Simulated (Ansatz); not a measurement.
**Rocksalt alloy of AgCl and AgBr (26 of 32 Cl sites exchanged), 64 atoms**

Ansatz, PAW, plane waves. PBEsol relaxation of volume and atoms (shape held) at the single k point (¼, ¼, ¼) without its symmetry partners; single points on the relaxed atoms at the Γ point alone, onto which points of the small cell's zone fold. Arrangement: quasirandom. No spin–orbit coupling unless named.

Relaxed structure:

```
Br Cl Ag
1.0
    11.26836    0.00000    0.00000
     0.00000   11.26836    0.00000
     0.00000    0.00000   11.26836
Br Cl Ag
26 6 32
Cartesian
  2.8172 11.2542 11.2293
  2.8344 11.2469 5.6721
  2.8313 5.6475 11.2675
  2.8419 5.6558 5.6290
  8.4390 11.2577 5.6550
  8.4380 5.6359 0.0043
  8.4313 5.6514 5.6246
  11.2598 2.7955 11.2578
  0.0014 2.8035 5.6441
  11.2666 8.4740 11.2444
  0.0163 8.4668 5.6608
  5.6449 2.8057 11.2635
  5.6380 2.8189 5.6357
  5.6350 8.4683 11.2529
  11.2579 11.2628 2.8047
  0.0029 5.6383 2.8157
  0.0114 5.6442 8.4494
  5.6464 11.2578 2.8166
  5.6247 5.6657 8.4349
  2.8312 2.8224 2.8158
  2.8214 2.7986 8.4510
  2.8449 8.4462 2.8290
  8.4421 2.8198 2.8074
  8.4527 2.7832 8.4618
  8.4283 8.4505 2.8168
  8.4393 8.4916 8.4517
  8.4503 0.0017 11.2444
  5.6220 8.4569 5.6510
  0.0006 11.2563 8.4641
  5.6340 11.2450 8.4521
  5.6360 5.6481 2.8270
  2.8317 8.4733 8.4388
  11.2134 0.0006 11.2045
  11.2616 11.2627 5.7014
  11.2596 5.6358 11.2660
  0.0016 5.6430 5.6334
  5.6879 11.2642 11.2130
  5.6439 11.2190 5.6884
  5.6419 5.6453 0.0392
  5.6375 5.6923 5.5858
  2.8191 2.8094 11.2604
  2.8270 2.8158 5.6406
  2.8236 8.4569 11.2128
  2.8738 8.4510 5.6887
  8.4518 2.7633 0.0005
  8.4467 2.8133 5.6356
  8.4441 8.5079 11.2628
  8.3976 8.4612 5.6409
  2.8260 11.2603 2.8069
  2.8193 11.2159 8.4567
  2.8754 5.6412 2.8126
  2.8244 5.6912 8.4484
  8.4456 0.0012 2.7601
  8.4483 11.2654 8.5033
  8.3979 5.6355 2.8065
  8.4437 5.6464 8.4576
  0.0030 2.8156 2.8181
  0.0119 2.7483 8.4503
  0.0120 8.4508 2.8271
  0.0561 8.5138 8.4460
  5.6359 2.8623 2.8237
  5.6295 2.7655 8.4417
  5.6303 8.4088 2.8730
  5.5825 8.5111 8.3995
```

Task: What are the mean bond lengths by pair (pairs within 1.2 times the sum of covalent radii, less contacts 15 % beyond the pair's median; cation–cation pairs of compounds aside; long ionic contacts are cut short by that bound)?

Result: Ag–Br 2.829 ± 0.027 Å (standard deviation, 156 bonds); Ag–Cl 2.769 ± 0.022 Å (standard deviation, 36 bonds).

Task: What gap lies between the top filled and the lowest empty level in the single points?

Result: HSE06 2.00 eV (26 s on NVIDIA GB200); r²SCAN 1.26 eV (4.4 s on NVIDIA GB200).
